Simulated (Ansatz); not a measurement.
Ansatz input file:

```yaml
crystal:
  lattice:
    - [4.3205530201, -2.1402718512, 0.0]
    - [4.3205530201, 2.1402718512, 0.0]
    - [0.0, 0.0, 8.7004380092]
  atoms:
    - { symbol: Br, position: [0.8583045841, 0.1416954159, 0.1183765346] }
    - { symbol: Br, position: [0.6416954159, 0.3583045841, 0.6183765346] }
    - { symbol: Br, position: [0.1416954159, 0.8583045841, 0.8816234654] }
    - { symbol: Br, position: [0.3583045841, 0.6416954159, 0.3816234654] }
basis:
  ecutwfc: 420
kpoints:
  mp_grid: { grid: [8, 8, 4] }
hamiltonian:
  xc: pbe
scf:
  occupations: { method: gaussian, width: 0.02 }
output:
  forces: true
  stress: true
  eigenvalues: true
  write_density: true
  write_potential: true
  elf: true
  volumetric_format: npy
relax:
  adjacent_minimum: "off"
  f_tol: 0.005
  max_steps: 80
  cell: { stress_tol: 0.05 }
```

Command:
```bash
ansatz run input.yaml --threads 1 --pin off --max-ram 2560MiB --backend cpu --events-out ev --progress --plain --runs-dir out
```

Theory: Ansatz, DFT PBE, scalar-relativistic, plane waves, PAW.

From the run's log, abridged:

```
Pseudopotentials: kind: paw
Pseudopotential: Br, paw, valence charge 7, recommended cutoff 420 eV (normal)
Functional definition: PBE
Crystal: 4 atoms, lattice volume = 160.909 Å³
Basis set: ecut = 420 eV, 3109 PW (Γ), exchange–correlation on 72×72×120 points (8 copies of the dense FFT grid, shifted against one another)
Bands: 18, of which v1, the nominal top of the filled ones, is band 14 counted from 1 (13 counted from 0)
Symmetry: 8 space group operations
Space group: Cmce (ITA 64), of the structure as read, at distance tolerance 5.4e-5 Å
k-points: 63 of 256
Initial density: superposition of atomic densities (neutral atoms: chi_scale 0, normalization atom), corrected by the library's trained network
Initial wavefunctions: pseudopotential atomic-orbital guess
Functional: x = pbe(κ = 0.804, μ = 0.21951497), c = pbe(β = 0.06672455)
SCF iter   1: F=—  HF=-11132.722517 eV  |F-HF|=—  |Δ(HF+E_count)|=         —  Δρ=1.09e-3  dr2=1.83e-3  ethr=1.77e-3  ⟨swp⟩=6.9  Hψ=6755  notcnv=0
SCF iter   2: F=—  HF=-11132.725047 eV  |F-HF|=—  |Δ(HF+E_count)|=   2.53e-3  Δρ=5.55e-4  dr2=4.22e-4  ethr=6.52e-6  ⟨swp⟩=3.3  Hψ=3432  notcnv=0
SCF iter   3: F=—  HF=-11132.725419 eV  |F-HF|=—  |Δ(HF+E_count)|=   3.72e-4  Δρ=1.43e-4  dr2=2.72e-5  ethr=1.51e-6  ⟨swp⟩=2.0  Hψ=1907  notcnv=0
SCF iter   4: F=—  HF=-11132.725425 eV  |F-HF|=—  |Δ(HF+E_count)|=   5.91e-6  Δρ=5.50e-5  dr2=5.31e-6  ethr=9.73e-8  ⟨swp⟩=2.8  Hψ=2089  notcnv=0
SCF iter   5: F=—  HF=-11132.725430 eV  |F-HF|=—  |Δ(HF+E_count)|=   5.37e-6  Δρ=1.06e-5  dr2=1.78e-7  ethr=1.90e-8  ⟨swp⟩=2.1  Hψ=1791  notcnv=0
SCF iter   6: F=-11132.725431 eV  HF=-11132.725431 eV  |F-HF|=3.22e-9  |Δ(HF+E_count)|=   2.02e-7  Δρ=1.93e-6  dr2=5.95e-9  ethr=3.57e-10  ⟨swp⟩=10.7  Hψ=9270  notcnv=0
SCF 1 converged in 6 iterations: F = -11132.725431 eV  dr2 = 5.95e-9
relax step   1: F+E_penalty+E_count = -11132.72543059 eV  Δ(F+E_penalty+E_count) = +0.000e0 eV  max|allowed force component| = 2.236e-3 eV/Å  Δτ_max = 0.0000 Å  P = +0.005 GPa  Ω = 160.909 Å³  (6 SCF iters, dr2 threshold 1.00e-7 eV, accepted)
Initial density: handed on by an earlier stage of this run
Initial wavefunctions: pseudopotential atomic-orbital guess (no wavefunctions were taken with the density)
SCF iter   1: F=—  HF=-11132.725446 eV  |F-HF|=—  |Δ(HF+E_count)|=         —  Δρ=1.83e-6  dr2=4.46e-9  ethr=6.46e-7  ⟨swp⟩=3.7  Hψ=10453  notcnv=0
SCF iter   2: F=—  HF=-11132.725431 eV  |F-HF|=—  |Δ(HF+E_count)|=   1.59e-5  Δρ=1.47e-6  dr2=3.90e-9  ethr=1.59e-11  ⟨swp⟩=4.1  Hψ=3518  notcnv=0
SCF iter   3: F=—  HF=-11132.725431 eV  |F-HF|=—  |Δ(HF+E_count)|=  9.35e-10  Δρ=4.66e-7  dr2=4.18e-10  ethr=1.39e-11  ⟨swp⟩=3.0  Hψ=2382  notcnv=0
SCF iter   4: F=—  HF=-11132.725431 eV  |F-HF|=—  |Δ(HF+E_count)|=  7.60e-10  Δρ=2.92e-7  dr2=1.59e-10  ethr=1.49e-12  ⟨swp⟩=2.0  Hψ=2000  notcnv=0
SCF iter   5: F=—  HF=-11132.725431 eV  |F-HF|=—  |Δ(HF+E_count)|=  1.64e-11  Δρ=1.68e-7  dr2=4.70e-11  ethr=1.00e-12  ⟨swp⟩=1.0  Hψ=1134  notcnv=0
SCF iter   6: F=-11132.725431 eV  HF=-11132.725431 eV  |F-HF|=5.46e-12  |Δ(HF+E_count)|=  3.64e-12  Δρ=6.22e-8  dr2=5.41e-12  ethr=1.00e-12  ⟨swp⟩=6.1  Hψ=5648  notcnv=0
SCF 2 converged in 6 iterations: F = -11132.725431 eV  dr2 = 5.41e-12
SCF converged after 6 iterations
Free energy (F): -11132.725431 eV
Harris-Foulkes:  -11132.725431 eV  (|F-HF|=5.46e-12)
Internal energy: -11132.725431 eV  (E = F + TS)
E sigma→0 (E₀):  -11132.725431 eV
Fermi energy:    0.988203 eV
--- Per-component energies (eV) ---
  E_band       = -146.987457
  E_kinetic    = 525.131315
  E_local      = -1125.076262  (includes V_loc(G=0)·N_el)
  E_nonlocal   = 280.930762
  E_hartree    = 312.681335
  E_xc         = -1050.894187
  E_vxc        = -405.390673  (∫ρ·V_xc dr)
  E_paw        = -8988.046396  (= ΣΔE_a)
  E_vpaw       = -47.945290  (= ΣTr[D̂ρ^β])
  E_aug_tail   =  0.000000  (compensation charges beyond the density's cutoff)
  E_ewald      = -1087.451997
  E_smearing   =  0.000000  (= −TS)
--- Forces (eV/Å), atoms counted from 1 ---
  atom   1  Br     0.00000000     0.00223205    -0.00006645
  atom   2  Br     0.00000000    -0.00223205    -0.00006645
  atom   3  Br     0.00000000    -0.00223205     0.00006645
  atom   4  Br     0.00000000     0.00223205     0.00006645
--- Stress (GPa, compression-positive) ---
        0.010731       0.000000       0.000000
        0.000000      -0.012850       0.000000
        0.000000       0.000000       0.018187
  P = ⅓ Tr σ = 0.0054 GPa (0.054 kbar)
--- Band table (eV; the first three rows and the last of 63) ---
  k-point 0: bands = ["-15.3319", "-14.7955", "-13.1809", "-12.1995", "-4.5621", "-3.3269", "-2.0648", "-1.9083", "-1.5855", "-1.5023", "-1.0006", "-0.4634", "-0.1321", "0.3002", "1.6762", "2.5316", "5.6259", "6.8426"]
  k-point 1: bands = ["-15.2728", "-14.9040", "-13.0126", "-12.3297", "-4.4142", "-3.5744", "-2.0060", "-1.7923", "-1.6252", "-1.3634", "-1.0765", "-0.3115", "-0.2979", "0.2115", "1.7340", "2.3311", "5.8146", "6.6646"]
  k-point 2: bands = ["-15.1105", "-15.1105", "-12.6548", "-12.6548", "-4.0332", "-4.0332", "-1.8423", "-1.8423", "-1.5045", "-1.5045", "-0.7238", "-0.7238", "-0.0237", "-0.0237", "1.9662", "1.9662", "6.2334", "6.2334"]
  k-point 62: bands = ["-15.0785", "-15.0785", "-12.6380", "-12.6380", "-4.0233", "-4.0233", "-2.4689", "-2.4689", "-1.5540", "-1.5540", "-0.7422", "-0.7422", "-0.2774", "-0.2774", "1.9841", "1.9841", "8.4579", "8.4579"]
--- Relaxed structure (1 steps of the walk, 1 accepted, 1 SCFs on fresh bases) ---
  F+E_penalty+E_count = -11132.72543059 eV   max|allowed force component| = 2.232e-3 eV/Å   (the final SCF, on the basis selected at the relaxed cell)
  cell:  # Å, volume = 160.9087 Å³
    - [4.3205530201, -2.1402718512, 0.0]
    - [4.3205530201, 2.1402718512, 0.0]
    - [0.0, 0.0, 8.7004380092]
  atoms:
    - { symbol: Br, position: [0.85830458, 0.14169541, 0.11837653] }
    - { symbol: Br, position: [0.6416954159, 0.3583045841, 0.6183765346] }
    - { symbol: Br, position: [0.14169541, 0.85830458, 0.8816234654] }
    - { symbol: Br, position: [0.3583045841, 0.6416954159, 0.3816234654] }
```

The relaxation met its thresholds.

Time: 64 s on 1 thread of AMD EPYC (Zen 3), with other jobs on the host, peak memory 0.5 GiB.

The cell holds layers, and where no dispersion correction was added their binding is poorly described.